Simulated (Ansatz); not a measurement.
## Cold compression of Sc₂S (CdCl2 type)

```xyz
3
Lattice="1.7814 -1.0285 5.6375 0.0000 2.0570 5.6375 -1.7814 -1.0285 5.6375" Properties=species:S:1:pos:R:3 pbc="T T T"
S     0.0000    0.0000    0.0000
Sc    0.0000    0.0000    4.1574
Sc    0.0000    0.0000   12.7551
```

The cell comes from a relaxation on PAW files under the same functional, begun from a prototype that needn't be the stable phase.

Its volume is scaled, and at each volume shape and atoms are relaxed on PAW files; all methods then take that cell.

All numbers are PBE results (scalar-relativistic) from Ansatz 0.2.0, with a Γ-centred 12×12×12 k mesh, Fermi–Dirac smearing of 0.05 eV, no spin polarisation. Methods: LAPW: all electrons, basis error target 0.5 meV/atom; PAW: frozen-core files, cutoff 420 eV.

Energies are extrapolated to zero smearing and count from the unscaled cell; pressure is positive in compression; gaps take the mesh and a band path. No temperature or zero-point motion is included.

| V/V0 | V (Å³/atom) | P LAPW (GPa) | ΔE LAPW (eV/atom) | P PAW − LAPW (GPa) | ΔE PAW − LAPW (meV/atom) | space group | shortest distance (Å) |
| --- | --- | --- | --- | --- | --- | --- | --- |
| 1.00 | 20.66 | 0.01 | 0.000 | -0.02 | 0.0 | R-3m | 2.534 |
| 0.70 | 14.46 | 48.1 | ? | -0.03 | -0.5 | R-3m | 2.319 |
| 0.60 | 12.39 | 88.8 | 1.578 | -0.01 | -0.5 | R-3m | 2.228 |

Question: Fill in "ΔE LAPW (eV/atom)" for the row "0.70".

Answer: 0.722.

Question: From the table, what is the rise of the enthalpy H = E + pV up to the last row, and how stiff is the crystal between the last two rows?

Answer: ΔH = 1.578 eV + (88.8 GPa × 12.39 Å³ − 0.01 GPa × 20.66 Å³) × 0.006242 eV/(GPa·Å³) = 8.44 eV/atom, of which pV makes 81 %. The mean bulk modulus there is −ΔP/Δln V = 264 GPa.

Question: How do the Löwdin populations by LAPW change from the unscaled cell to the last row?

Answer: S 3s 1.67 → 1.50, S 3p 4.71 → 4.31, Sc 3s 1.98 → 1.92, Sc 4s 0.68 → 0.51, Sc 3p 5.99 → 5.96, Sc 3d 2.00 → 2.59 electrons an atom. These are projections on the shells that the free atoms fill; 0.31 e a cell lies outside them at the start and 0.27 e at the end.
